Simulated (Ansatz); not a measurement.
HfC:
```
HfC
1.0
    0.00000     2.49800     2.49800
    2.49800     0.00000     2.49800
    2.49800     2.49800     0.00000
Hf C
1 1
Direct
  0.00000   0.00000   0.00000
  0.25000   0.25000   0.25000
```

Relaxed with PBEsol. Special points in fractions of this cell's reciprocal vectors: Γ (0.000, 0.000, 0.000); X (0.500, 0.000, 0.500); U (0.625, 0.250, 0.625); K (0.375, 0.375, 0.750); L (0.500, 0.500, 0.500); W (0.500, 0.250, 0.750).

Task: List the band energies nearest the valence-band maximum at these points for PBEsol with spin–orbit coupling in the plane-wave PAW code Ansatz.

Result: In eV from the valence-band maximum; about four levels below and three above (degenerate sets whole), none deeper than 8.9 eV; points with the same levels are listed once.

```json
[
 {"k": "Γ", "below": "-2.50 -2.50 -2.50 -2.50 -2.41 -2.41", "above": "3.28 3.28 3.52 3.52 3.52 3.52"},
 {"k": "X", "below": "-0.49 -0.49 0.00 0.00", "above": "0.44 0.44 4.35 4.35"},
 {"k": "U", "below": "-1.55 -1.07 -0.73 -0.63", "above": "0.46 0.55 3.86"},
 {"k": "L", "below": "-1.90 -1.90 -1.81 -1.81", "above": "3.74 3.74 4.31 4.31"},
 {"k": "W", "below": "-2.13 -2.13 -0.36 -0.08", "above": "0.08 0.36 3.32"}
]
```

Space group F-43m (zinc blende). The start of the workflow was typed in or built on a structure type; neither database checked (COD, Materials Project) lists it. It is not the phase usual at ambient conditions (space group No. 225). The cell was relaxed with PBEsol under the symmetry of its start; its stability against distortions is not shown here. No spin polarisation was allowed.

Potentials: the earlier of the program's two PAW sets. The files were generated under PBE; for other functionals the program regenerates the frozen cores, and for LDA and PBEsol the local potential too.
